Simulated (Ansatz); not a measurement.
A distorted cell of PtS2 (CdI2 type):

```yaml
crystal:
  lattice:
    - [3.55229, 0.00000, 0.00000]
    - [-1.77615, 3.07638, 0.00000]
    - [0.00000, 0.00000, 5.12797]
  atoms:
    - { symbol: Pt, position: [0.00000, 0.00000, 0.00000] }
    - { symbol: S, position: [0.14227, 0.58107, 0.23907] }
    - { symbol: S, position: [0.66667, 0.33333, 0.76093] }
```

These are r2SCAN+rVV10 (plane waves to 500 eV, PAW, scalar-relativistic; Ansatz, an electronic-structure program) values and carry that method's errors. k mesh 9×9×5 (Γ-centred), Fermi-Dirac smearing 0.05 eV. Energies are smeared free energies. Stress and pressure are positive under compression. As the smearing reaches across the gap at some points, energies and forces of such displacements shift with the k mesh and the smearing. PtS2 is run without spin polarisation. PtS2 was relaxed with its symmetry unable to fall. Spin-orbit coupling is left out, though Pt is heavy.

Problem. What forces act on the atoms (eV/Å, Cartesian)?

Solution. 
```
atom      Fx      Fy      Fz
----  ------  ------  ------
Pt1   -2.730  -0.835  -1.943
S2     2.911   0.863   2.427
S3    -0.181  -0.028  -0.484
```

Problem. Give the stress tensor in GPa and the pressure.

Solution. 
```
    6.1     -6.4      9.6
   -6.4     11.3      2.5
    9.6      2.5      8.6
```
The pressure, a third of the trace, is 8.7 GPa.

Problem. In it atom 2 sits (-0.527, -0.263, 0.000) Å away from its relaxed site. What is its energy relative to the relaxed cell?

Solution. 1158 meV/cell.

(For displaced atoms, the force is minus the slope of the energy, and its curvature is a force constant, which sets phonon frequencies.)
